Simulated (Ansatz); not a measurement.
A relaxed structure of SrO is spoiled in several ways and relaxed again each time (noise and exchanges are one random draw each; pressure is positive under compression). All values below come from r2SCAN (plane waves to 500 eV, PAW, scalar-relativistic; Ansatz, a quantum-chemistry and plane-wave program).

```cif
data_O4Sr4
_chemical_formula_sum 'O4 Sr4'
_space_group_name_H-M_alt 'Fm-3m'
_space_group_IT_number 225
_space_group_name_Hall '-F 4 2 3'
_cell_length_a 5.15993
_cell_length_b 5.15993
_cell_length_c 5.15993
_cell_angle_alpha 90.000
_cell_angle_beta 90.000
_cell_angle_gamma 90.000
loop_
_atom_site_label
_atom_site_type_symbol
_atom_site_symmetry_multiplicity
_atom_site_Wyckoff_symbol
_atom_site_fract_x
_atom_site_fract_y
_atom_site_fract_z
_atom_site_occupancy
O1 O 4 a 0.00000 0.00000 0.00000 1
Sr1 Sr 4 b 0.50000 0.50000 0.50000 1
```
(The calculation used a cell of 2 atoms; values per cell refer to that cell.)

**Question.** One start gave a first pressure of +30.9 GPa and released 0.33 eV/atom. Which change was it?
A) with every coordinate shifted by Gaussian noise of σ = 0.2 Å
B) with every coordinate shifted by Gaussian noise of σ = 0.3 Å
C) deformed by the Cartesian strain tensor (xx, yy, zz, yz, xz, xy) = (-0.037, -0.110, -0.044, -0.025, 0.053, 0.016)
D) doubled along one cell vector, shaken by Gaussian noise of σ = 0.08 Å a coordinate

**Answer.** C, deformed by the Cartesian strain tensor (xx, yy, zz, yz, xz, xy) = (-0.037, -0.110, -0.044, -0.025, 0.053, 0.016). All starts:

```csv
change,first pressure (GPa),first V (Å³/atom),released (eV/atom),moves,outcome,final group,E − E(parent) (eV/atom)
with every coordinate shifted by Gaussian noise of σ = 0.3 Å,–,17.17,2.1,7,returns to the parent,Fm-3m,0.000
with every coordinate shifted by Gaussian noise of σ = 0.2 Å,–,17.17,0.65,4,returns to the parent,Fm-3m,0.000
"deformed by the Cartesian strain tensor (xx, yy, zz, yz, xz, xy) = (-0.037, -0.110, -0.044, -0.025, 0.053, 0.016)",30.9,14.01,0.33,6,returns to the parent,Fm-3m,0.000
"doubled along one cell vector, shaken by Gaussian noise of σ = 0.08 Å a coordinate",1.6,17.17,0.069,4,returns to the parent,Fm-3m,0.000
```

First-step values come from each run's starting, coarser k-mesh (8×8×8, 9×8×8, 8×8×4). Each cell has its own k-point mesh; energy differences are given only to the digits this allows. No spin polarisation in the result.
